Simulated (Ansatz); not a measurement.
# W3O: random displacements

Theory: Ansatz, DFT PBEsol, scalar-relativistic, plane waves, PAW. Settings: plane waves to 420 eV, k-mesh 8×8×8 (Γ-centred), Gaussian smearing 0.15 eV. Spin–orbit coupling is left out, which can shift energies with elements as heavy as these. No spin polarisation. Energies are free energies at this smearing, counted from the undisturbed cell; pressure is positive in compression.

The undisturbed cell (relaxed at this level; it needn't be the usual structure):

```xyz
8
Lattice="4.8313 0.0000 0.0000 0.0000 4.8313 0.0000 0.0000 0.0000 4.8313" Properties=species:S:1:pos:R:3 pbc="T T T"
W     2.4157    3.6235    0.0000
W     0.0000    2.4157    3.6235
W     1.2078    0.0000    2.4157
W     2.4157    1.2078    0.0000
W     0.0000    2.4157    1.2078
W     3.6235    0.0000    2.4157
O     2.4157    2.4157    2.4157
O     0.0000    0.0000    0.0000
```

The atoms are displaced (Å, in the unstrained cell):

```
atom ux uy uz
  W1   0.182  -0.018   0.067
  W2   0.039   0.023  -0.018
  W3  -0.067  -0.284  -0.026
  W4  -0.050   0.110   0.236
  W5  -0.175   0.030  -0.244
  W6  -0.153   0.039  -0.061
  O7   0.219  -0.114   0.028
  O8   0.006   0.214   0.019
```

Strain (Voigt, engineering shear): (0.0023, -0.0119, 0.0115, 0.0073, 0.0117, 0.0062).

Problem. What are the energy change, the stress and the forces?

Solution. ΔE = 137.5 meV/atom; stress (xx, yy, zz, yz, xz, xy; compression positive) (4.93, 10.80, 11.62, -3.84, 0.08, 2.09) GPa.
```
atom Fx (eV/Å) Fy Fz
  W1      -1.28   3.57  -1.99
  W2       0.24  -1.24  -4.87
  W3      -1.71   0.63   0.54
  W4      -1.67  -2.82  -1.02
  W5       1.57  -0.96   6.22
  W6       1.71   0.60   1.24
  O7       0.98  -0.71  -0.36
  O8       0.15   0.92   0.25
```

Cost: 1 run of about 1.9 core-minutes, on Intel Xeon Processor @ 2.70GHz (shared hosts).